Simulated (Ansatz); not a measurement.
input.yaml (Ansatz)

```yaml
crystal:
  lattice:
    - [-1.9246244325, 1.9246244325, 1.9246244325]
    - [1.9246244325, -1.9246244325, 1.9246244325]
    - [1.9246244325, 1.9246244325, -1.9246244325]
  atoms:
    - { symbol: Te, position: [0.0, 0.0, 0.0] }
hamiltonian:
  xc: r2scan
  pseudopotentials:
    kind: paw
    azcp:
      Te: "pseudopotentials/Te.paw.azcp"
basis:
  ecutwfc: 500
  fft_grid_basis: typed
kpoints:
  mp_grid: { grid: [13, 13, 13], shift: [0, 0, 0] }
magnetization:
  spin_polarized: false
scf:
  occupations: { method: fermi_dirac, width: 0.1 }
  lower_state_search: "off"
output:
  stress: true
```

and its output:

```
Engine: ansatz 0.2.0, x86_64-unknown-linux-gnu
Pseudopotentials: kind: paw
Pseudopotential: Te, paw, valence charge 16, recommended cutoff 500 eV (meta_gga) 
Functional definition: r2SCAN
  parameter k0 = 0.174
  parameter k1 = 0.065
  parameter a1 = 4.9479
  exchange = r2scan_x(k0 = k0, k1 = k1, a1 = a1)
  correlation = r2scan_c
Crystal: 1 atoms, lattice volume = 28.517 Å³
Basis set: ecut = 500 eV, 683 PW (Γ), exchange–correlation on 100×100×100 points (64 copies of the dense FFT grid, shifted against one another)
Bands: 12, of which v1, the nominal top of the filled ones, is band 8 counted from 1 (7 counted from 0)
Symmetry: 48 space group operations
Space group: Im-3m (ITA 229), of the structure as read, at distance tolerance 3.1e-5 Å
k-points: 84 of 2197
Non-local potential: Te, projectors of the file, l = 0: 2, l = 1: 2, l = 2: 2, l = 3: 2
PAW form: soft (Blöchl's): semilocal exchange-correlation on the pseudo side does not see the compensation charge
PAW frozen core: Te, regenerated for the run's functional (the file was generated under x = pbe(κ = 0.804, μ = 0.2195149727645171), c = pbe(β = 0.06672455060314922))
PAW one-centre angular grid: Te, 590 points (default); XC on 160 Gauss nodes
Initial density: superposition of atomic densities (neutral atoms: chi_scale 0, normalization atom), corrected by the library's trained network
Initial wavefunctions: pseudopotential atomic-orbital guess
Functional: x = r2scan, c = r2scan; τ floored in thin density (d = 2e-4 eV/Å³)
SCF iter   1: F=-6994.440734 eV  HF=-6994.430652 eV  |F-HF|=1.01e-2  |Δ(HF+E_count)|=         —  Δρ=2.46e-3  dr2=9.40e-4  dr2_τ=2.46e-4  ethr=1.77e-3  ⟨swp⟩=5.1  Hψ=6508  notcnv=0
SCF iter   2: F=-6994.440834 eV  HF=-6994.440104 eV  |F-HF|=7.30e-4  |Δ(HF+E_count)|=   9.45e-3  Δρ=1.88e-3  dr2=6.07e-4  dr2_τ=1.53e-5  ethr=5.88e-6  ⟨swp⟩=2.0  Hψ=2574  notcnv=0
SCF iter   3: F=-6994.440927 eV  HF=-6994.440923 eV  |F-HF|=4.17e-6  |Δ(HF+E_count)|=   8.18e-4  Δρ=2.47e-4  dr2=2.24e-5  dr2_τ=2.06e-6  ethr=3.79e-6  ⟨swp⟩=3.0  Hψ=2022  notcnv=0
SCF iter   4: F=-6994.440933 eV  HF=-6994.440927 eV  |F-HF|=5.37e-6  |Δ(HF+E_count)|=   4.70e-6  Δρ=1.65e-4  dr2=6.91e-6  dr2_τ=1.57e-7  ethr=1.40e-7  ⟨swp⟩=2.0  Hψ=1680  notcnv=0
SCF iter   5: F=-6994.440934 eV  HF=-6994.440933 eV  |F-HF|=7.32e-7  |Δ(HF+E_count)|=   5.70e-6  Δρ=6.37e-5  dr2=1.19e-6  dr2_τ=1.93e-8  ethr=4.32e-8  ⟨swp⟩=2.5  Hψ=1576  notcnv=0
SCF iter   6: F=-6994.440934 eV  HF=-6994.440934 eV  |F-HF|=7.08e-9  |Δ(HF+E_count)|=   9.03e-7  Δρ=6.20e-6  dr2=1.27e-8  dr2_τ=9.72e-11  ethr=6.25e-10  ⟨swp⟩=3.1  Hψ=3977  notcnv=0
SCF 1 converged in 6 iterations: F = -6994.440934 eV  dr2 = 1.27e-8
SCF converged after 6 iterations
Free energy (F): -6994.440934 eV
Harris-Foulkes:  -6994.440934 eV  (|F-HF|=7.08e-9)
Internal energy: -6994.419609 eV  (E = F + TS)
E sigma→0 (E₀):  -6994.430272 eV
Entropy (-TS):   -0.021324 eV (-21.324 meV/atom)
Fermi energy:    11.074334 eV
--- Per-component energies (eV) ---
  E_band       = -239.008677
  E_kinetic    = 179.802072
  E_local      = -1027.770001  (includes V_loc(G=0)·N_el)
  E_nonlocal   = -310.709323
  E_hartree    = 707.431834
  E_xc         = -114.844345
  E_vxc        = -111.323855  (∫ρ·V_xc dr)
  E_paw        = -4686.022752  (= ΣΔE_a)
  E_vpaw       = -390.688949  (= ΣTr[D̂ρ^β])
  E_aug_tail   = -0.000036  (compensation charges beyond the density's cutoff)
  E_vtau       = 6.823410  (kinetic-family band-sum trace: ∫τ·v_τ [+ j·A + Jᵃ·Aᵃ] dr)
  E_ewald      = -1742.591915
  E_core_change = 0.284855  (= ΣΔE_core)
  E_smearing   = -0.021324  (= −TS)
  E_closure    = -0.000000  (closes the sum)
  Σ components = -6994.440934   (vs F -6994.440934, Δ=0.00e0)
--- Stress (GPa, compression-positive) ---
        0.076366       0.000000      -0.000000
       -0.000000       0.076366      -0.000000
       -0.000000       0.000000       0.076366
  P = ⅓ Tr σ = 0.0764 GPa (0.764 kbar)
```

Command:

```sh
ansatz run input.yaml --threads 1 --pin off --max-ram 3584MiB --backend cpu --events-out ev --progress --plain --runs-dir out
```

On 1 thread of Intel(R) Xeon(R) Platinum 8259CL CPU @ 2.50GHz (Skylake/Cascade Lake) (shared host) this took about 6.7 s of wall time and 6.5 s of CPU time.
